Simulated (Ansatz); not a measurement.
FeSe2:
```
CELL_PARAMETERS angstrom
      4.78308     0.00000     0.00000
      0.00000     5.75924     0.00000
      0.00000     0.00000     3.58306
ATOMIC_POSITIONS crystal
  Fe 0.00000 0.00000 0.00000
  Fe 0.50000 0.50000 0.50000
  Se 0.21336 0.36971 0.00000
  Se 0.78664 0.63029 0.00000
  Se 0.71336 0.13029 0.50000
  Se 0.28664 0.86971 0.50000
```

Relaxed with r²SCAN.

Question: Give the Bader charges and basin volumes of the independent atoms, the program Ansatz at the r²SCAN level (PAW).

Answer: 

| atom | Bader charge (e) | Bader volume (Å³) |
|---|---|---|
| Fe1 | +0.63 | 10.3 |
| Se3 | -0.31 | 19.5 |

Space group Pnnm. The first step of the workflow began from a Materials Project structure, measured or hypothetical; the Crystallography Open Database files this formula in space group No. 58, but the cells were not matched. Whether it is the stable phase at ambient conditions was not checked. The cell was relaxed with r²SCAN under the symmetry of its start; whether a distortion lowers the energy is not shown. The run is not spin-polarised.

Potentials: the later of the program's two PAW sets.
